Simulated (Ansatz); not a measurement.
Al2Cu (Al2Cu type, space group I4/mcm)

```
Al2Cu
1.0
   -3.02971     3.02971     2.43697
    3.02971    -3.02971     2.43697
    3.02971     3.02971    -2.43697
Al Cu
4 2
Direct
  0.65828   0.15828   0.81655
  0.84172   0.65828   0.50000
  0.15828   0.34172   0.50000
  0.34172   0.84172   0.18345
  0.25000   0.25000   0.00000
  0.75000   0.75000   0.00000
```

In this cell atom 1 (Al, nearest neighbour Cu at 2.587 Å; its periodic images, 4.9 Å or more away, move with it) is moved by s towards the nearest neighbour, unit vector (-0.371, 0.800, -0.471); all other atoms and the cell stay fixed.

Level of theory: PBE (plane waves to 420 eV, PAW, scalar-relativistic; Ansatz, a program for electronic structure). k mesh 10×10×10 (Γ-centred), Fermi-Dirac smearing 0.05 eV. Stress and pressure are positive under compression. With partly filled bands, energies and forces of such displacements shift with the k mesh and the smearing. F⊥ is the part of the force across the line. Al2Cu is run without spin polarisation. Al2Cu was relaxed with its symmetry unable to fall. The PAW data are Ansatz's earlier set. 

| s (Å) | P (GPa) | |F⊥| (eV/Å) |
|---|---|---|
| -0.260 | 0.9 | 0.299 |
| -0.208 | 0.6 | 0.214 |
| -0.156 | 0.3 | [?] |
| -0.104 | 0.1 | 0.089 |
| -0.052 | 0.0 | [?] |
| 0.000 | -0.1 | [?] |
| 0.052 | 0.0 | 0.051 |
| 0.104 | 0.2 | 0.091 |
| 0.156 | 0.4 | 0.134 |
| 0.208 | 0.7 | 0.179 |
| 0.260 | 1.2 | 0.228 |

### Question
What belongs in the gaps?

### Answer

- -0.156, |F⊥| (eV/Å): 0.146
- -0.052, |F⊥| (eV/Å): 0.042
- 0.000, |F⊥| (eV/Å): 0.018

(For displaced atoms, the force is minus the slope of the energy, and its curvature is a force constant, which sets phonon frequencies.)
